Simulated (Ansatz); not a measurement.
AlCo (CsCl type)

```xyz
2
Lattice="2.8239 0.0000 0.0000 0.0000 2.8239 0.0000 0.0000 0.0000 2.8239" Properties=species:S:1:pos:R:3 pbc="T T T"
Al     0.0000     0.0000     0.0000
Co     1.4119     1.4119     1.4119
```

In this cell atom 2 (Co, nearest neighbour Al at 2.446 Å; its periodic images, 2.8 Å or more away, move with it) is moved by s along Cartesian x, unit vector (1.000, 0.000, 0.000); all other atoms and the cell stay fixed.

All values below come from r2SCAN (plane waves to 500 eV, PAW, scalar-relativistic; Ansatz, a first-principles code). k mesh 13×13×13 (Γ-centred), Fermi-Dirac smearing 0.05 eV. Energies are smeared free energies. With partly filled bands, energies and forces of such displacements shift with the k mesh and the smearing. AlCo was relaxed with its symmetry unable to fall. Relaxed AlCo ends ferromagnetic. Other magnetic orders were not checked, so this need not be the ground state. ΔE is measured from the undisplaced structure.

The scan covers s from -0.730 to 0.730 Å in 11 points.

Question: Is this a single well or a double well?

Answer: A single well with its minimum at or next to zero displacement.

Question: Is the energy the same for equal positive and negative displacements?

Answer: Even: the same for both signs. With its periodic images moving along, the atom's site symmetry in this cell is m-3m.

Question: What force acts on the atom along the line at s = -0.730 Å?

Answer: 4.91 eV/Å.

Question: What is the force constant k = d²E/ds² of this move at s = 0?

Answer: 8.23 eV/Å².

Question: With two atoms in the cell this is the zone-centre optical mode. What wavenumber follows?

Answer: 348 cm⁻¹.

(For displaced atoms, the force is minus the slope of the energy, and its curvature is a force constant, which sets phonon frequencies.)
